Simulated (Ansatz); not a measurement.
CdTe:
```yaml
crystal:
  lattice:
    - [3.70241, 0.00000, 0.00000]
    - [0.00000, 3.70241, 0.00000]
    - [0.00000, 0.00000, 3.70241]
  atoms:
    - { symbol: Cd, position: [0.00000, 0.00000, 0.00000] }
    - { symbol: Te, position: [0.50000, 0.50000, 0.50000] }
```

Relaxed with PBEsol. Special points in fractions of this cell's reciprocal vectors: Γ (0.000, 0.000, 0.000); X (0.000, 0.500, 0.000); M (0.500, 0.500, 0.000); R (0.500, 0.500, 0.500).

**Question.** List the band energies nearest the Fermi level at these points for DFT-PBEsol with spin–orbit coupling in the program Ansatz with PAW potentials.

**Answer.** In eV from the Fermi level; about four levels below and three above (degenerate sets whole), none deeper than 8.9 eV; points with the same levels are listed once.

```csv
k,below,above
Γ,-0.74 -0.74 -0.74 -0.74,4.91 4.91 4.91 4.91
X,-8.05 -8.05 -6.19 -6.19,0.10 0.10 0.85 0.85
M,-4.43 -4.43 -2.11 -2.11,0.78 0.78 6.62 6.62
R,-2.10 -2.10 -2.10 -2.10,0.48 0.48 0.55 0.55
```

Space group Pm-3m (CsCl type). The start of the workflow was typed in or built on a structure type; neither database checked (COD, Materials Project) lists it. It is not the phase usual at ambient conditions (space group No. 216). Symmetry was held in the PBEsol relaxation. At this level the phase is mechanically unstable.

Potentials: the later of the program's two PAW sets.
